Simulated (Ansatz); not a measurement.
GaN (rock salt)

```
CELL_PARAMETERS angstrom
      0.00000     2.10973     2.10973
      2.10973     0.00000     2.10973
      2.10973     2.10973     0.00000
ATOMIC_POSITIONS crystal
  Ga 0.00000 0.00000 0.00000
  N  0.50000 0.50000 0.50000
```

The slice is a {110} plane (indices of the conventional cell) through the point (0.000, 0.000, 0.000) (fractional), spanned by u = [100] and v = [1 -1 -1] in vectors of this cell: u (2.98 Å) and v (4.22 Å, at 90° to u). It covers one period; positions are fractions (u, v).

All values below come from PBEsol (plane waves to 420 eV, PAW, scalar-relativistic; Ansatz, a quantum-chemistry and plane-wave program). k mesh 13×13×13. Near the nuclei the fields are pseudised (PAW); where an atom keeps semicore shells as valence, they peak there. GaN was relaxed with its symmetry unable to fall. This is one of several known forms of GaN; the measured ambient cells at hand have space group No. 186 or 216.

Three fields on this plane, each scaled to ten steps between its own extremes (0 low, 9 high; the total valence density on a logarithmic scale, the potential cut 8 eV below its top; x marks points blanked near nuclei; v = 0 in the bottom row):

Map A
```
|xxxxxxx9642112469xxxxxx|
|xxxxxxx9642112469xxxxxx|
|xxxxxxx8632112368xxxxxx|
|xxxxxx975321123579xxxxx|
|xxxxx98642211224689xxxx|
|xxxx8764321111234678xxx|
|77765543211111123455677|
|44433221111111111223344|
|33221110111111110111223|
|xxxx1000001111000001xxx|
|xxxxx10000111100001xxxx|
|xxxxxx000011110000xxxxx|
|xxxxxxx0001111000xxxxxx|
|xxxxxxx0001111000xxxxxx|
|xxxxxxx1001111001xxxxxx|
|xxxxxxx1001111001xxxxxx|
|xxxxxxx1001111001xxxxxx|
|xxxxxxx0001111000xxxxxx|
|xxxxxxx0001111000xxxxxx|
|xxxxxx000011110000xxxxx|
|xxxxx10000111100001xxxx|
|xxxx1000001111000001xxx|
|33221110111111110111223|
|44433221111111111223344|
|77765543211111123455677|
|xxxx8764321111234678xxx|
|xxxxx98642211224689xxxx|
|xxxxxx975321123579xxxxx|
|xxxxxxx8632112368xxxxxx|
|xxxxxxx9642112469xxxxxx|
|xxxxxxx9642112469xxxxxx|
|xxxxxxx9642112469xxxxxx|
```

Map B
```
|xxxxxxx2111111112xxxxxx|
|xxxxxxx2111111112xxxxxx|
|xxxxxxx1111111111xxxxxx|
|xxxxxx211100001112xxxxx|
|xxxxx21110000001112xxxx|
|xxxx2111000000001112xxx|
|32222211000000001122222|
|55444321000000001234445|
|98876532100000012356788|
|xxxx9753210000123579xxx|
|xxxxx97531000013579xxxx|
|xxxxxx974210012479xxxxx|
|xxxxxxx8531111358xxxxxx|
|xxxxxxx9632112369xxxxxx|
|xxxxxxx9742112479xxxxxx|
|xxxxxxx9742112479xxxxxx|
|xxxxxxx9742112479xxxxxx|
|xxxxxxx9632112369xxxxxx|
|xxxxxxx8531111358xxxxxx|
|xxxxxx974210012479xxxxx|
|xxxxx97531000013579xxxx|
|xxxx9753210000123579xxx|
|98876532100000012356788|
|55444321000000001234445|
|32222211000000001122222|
|xxxx2111000000001112xxx|
|xxxxx21110000001112xxxx|
|xxxxxx211100001112xxxxx|
|xxxxxxx1111111111xxxxxx|
|xxxxxxx2111111112xxxxxx|
|xxxxxxx2111111112xxxxxx|
|xxxxxxx2111111112xxxxxx|
```

Map C
```
|xxxxxxx7543333457xxxxxx|
|xxxxxxx7543333457xxxxxx|
|xxxxxxx6433223346xxxxxx|
|xxxxxx753322223357xxxxx|
|xxxxx75432111123457xxxx|
|xxxx7643211001123467xxx|
|98876543210000123456788|
|98876543110000113456788|
|99987643210000123467899|
|xxxx8754321001234578xxx|
|xxxxx87542111124578xxxx|
|xxxxxx865322223568xxxxx|
|xxxxxxx7543223467xxxxxx|
|xxxxxxx8653333568xxxxxx|
|xxxxxxx9754334579xxxxxx|
|xxxxxxx9754334579xxxxxx|
|xxxxxxx9754334579xxxxxx|
|xxxxxxx8653333568xxxxxx|
|xxxxxxx7643223457xxxxxx|
|xxxxxx865322223568xxxxx|
|xxxxx87542111124578xxxx|
|xxxx8754321001234578xxx|
|99987643210000123467899|
|98876543110000113456788|
|98876543210000123456788|
|xxxx7643211001123467xxx|
|xxxxx75432111123457xxxx|
|xxxxxx753322223357xxxxx|
|xxxxxxx6433223346xxxxxx|
|xxxxxxx7543333457xxxxxx|
|xxxxxxx7543333457xxxxxx|
|xxxxxxx7644334467xxxxxx|
```

**Question.** Assign the maps to these fields: density of the lowest conduction band (whole band as if filled, smooth part); electron localisation function (ELF); valence electron density.

**Answer.** A is the density of the lowest conduction band (whole band as if filled, smooth part); B is the electron localisation function (ELF); C is the valence electron density.
